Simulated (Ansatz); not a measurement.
C:
```
CELL_PARAMETERS angstrom
     -2.05248     2.05248     2.05248
      2.05248    -2.05248     2.05248
      2.05248     2.05248    -2.05248
ATOMIC_POSITIONS crystal
  C  0.00000 0.25000 0.50000
  C  0.25000 0.50000 0.00000
  C  0.50000 0.00000 0.25000
  C  0.25000 0.25000 0.25000
```

Relaxed with r²SCAN. Special points in fractions of this cell's reciprocal vectors: Γ (0.000, 0.000, 0.000); H (0.500, -0.500, 0.500); N (0.000, 0.000, 0.500); P (0.250, 0.250, 0.250).

### Question
List the band energies nearest the Fermi level at these points for plane-wave PAW r²SCAN (Ansatz code).

### Answer
In eV from the Fermi level; about four levels below and three above (degenerate sets whole), none deeper than 8.9 eV; … stands for higher levels left out; points with the same levels are listed once.

```tsv
k	below	above
Γ	-7.48 -7.48 -2.57 -2.57 -2.57	6.56 …
H	-8.11 -8.11 -8.11	0.85 1.69 1.69 1.69
N	-8.69 -8.00 -6.84 -1.42	0.22 0.30 3.36
P	-5.77 -5.77 -0.83 -0.83	1.44 1.44 …
```

Space group I4_132. The start of the workflow was typed in or built on a structure type; neither database checked (COD, Materials Project) lists it. It is not the phase usual at ambient conditions (space group No. 194, 227). The r²SCAN relaxation kept the symmetry of its start. At this level the phase is mechanically unstable.

Potentials: the later of the program's two PAW sets.
